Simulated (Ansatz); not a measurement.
C:
```xyz
6
Lattice="4.4568 0.0000 0.0000 -2.2284 3.8597 0.0000 0.0000 0.0000 2.5300" Properties=species:S:1:pos:R:3 pbc="T T T"
C      0.0000     3.4574     0.6325
C     -0.7658     2.1310     0.6325
C      0.7658     2.1310     0.6325
C      2.2284     0.4022     1.8975
C      2.9942     1.7287     1.8975
C      1.4625     1.7287     1.8975
```

Relaxed with PBE. Special points in fractions of this cell's reciprocal vectors: Γ (0.000, 0.000, 0.000); M (0.500, 0.000, 0.000); K (0.333, 0.333, 0.000); A (0.000, 0.000, 0.500); L (0.500, 0.000, 0.500); H (0.333, 0.333, 0.500).

**Question.** List the band energies nearest the valence-band maximum at these points for DFT-PBE in the program Ansatz with PAW potentials.

**Answer.** In eV from the valence-band maximum; about four levels below and three above (degenerate sets whole), none deeper than 8.9 eV; points with the same levels are listed once.

```
k                    below                above
-  -----------------------  -------------------
Γ    -3.63 -3.63 0.00 0.00       2.28 3.44 3.94
M  -5.77 -5.61 -3.66 -1.73       4.64 5.02 5.93
K  -5.24 -5.24 -3.68 -3.44  5.39 5.39 6.80 6.80
A  -5.25 -5.25 -5.25 -5.25  5.65 5.65 6.80 6.80
L  -5.33 -5.33 -4.18 -4.18  4.21 4.21 4.62 4.62
H  -5.19 -5.19 -4.42 -4.42  4.24 4.24 5.55 5.55
```

Space group P6_3/mmc. The start of the workflow was typed in or built on a structure type. Its sites differ from those of the usual phase in this space group: another stacking or structure type. Symmetry was held in the PBE relaxation; whether a distortion lowers the energy is not shown.

Potentials: the later of the program's two PAW sets.
